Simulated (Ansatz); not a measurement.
Rigid (100) slab of Ta, space group Im-3m (No. 229):

```yaml
crystal:
  lattice:
    - [3.28052, 0.00000, 0.00000]
    - [0.00000, 3.28052, 0.00000]
    - [0.00000, 0.00000, 23.56104]
  atoms:
    - { symbol: Ta, position: [0.50000, 0.50000, 0.36077] }
    - { symbol: Ta, position: [0.00000, 0.00000, 0.43038] }
    - { symbol: Ta, position: [0.50000, 0.50000, 0.50029] }
    - { symbol: Ta, position: [0.00000, 0.00000, 0.57102] }
    - { symbol: Ta, position: [0.50000, 0.50000, 0.63087] }
```

All numbers below come from DFT PBEsol, scalar-relativistic, plane waves, PAW in Ansatz. Plane waves to 420 eV, a k mesh through Γ of 9×9×1 on the computed 6-atom cell and Gaussian smearing (0.10 eV); no spin polarisation. A dipole correction removes the field between periodic images along c.

An adatom of O is held over the places (i/6, j/6) of the 1×1 surface cell, counted from the highest atom (Ta), and only its height relaxes; one adatom per 10.8 Å².

Problem. What is the energy landscape, counted from the lowest point of this grid?

Solution. Energies in eV:

| i | j=0 | j=1 | j=2 | j=3 | j=4 | j=5 |
| --- | --- | --- | --- | --- | --- | --- |
| 0 | 1.70 | 1.64 | 1.26 | 0.32 | 1.26 | 1.64 |
| 1 | 1.64 | 1.55 | 1.09 | 0.08 | 1.09 | 1.55 |
| 2 | 1.26 | 1.09 | 0.47 | 0.00 | 0.47 | 1.09 |
| 3 | 0.32 | 0.08 | 0.00 | 0.36 | 0.00 | 0.08 |
| 4 | 1.26 | 1.09 | 0.47 | 0.00 | 0.47 | 1.09 |
| 5 | 1.64 | 1.55 | 1.09 | 0.08 | 1.09 | 1.55 |

Heights over the highest slab atom in Å:

```
i j=0   j=1   j=2   j=3   j=4   j=5
0  1.73  1.66  1.41  1.05  1.41  1.66
1  1.66  1.57  1.31  0.92  1.31  1.57
2  1.41  1.31  0.99  0.76  0.99  1.31
3  1.05  0.92  0.76  0.76  0.76  0.92
4  1.41  1.31  0.99  0.76  0.99  1.31
5  1.66  1.57  1.31  0.92  1.31  1.57
```

Spin–orbit coupling is left out, which can shift energies with elements as heavy as these. Spin polarisation was left out, and a magnetic state may lie lower.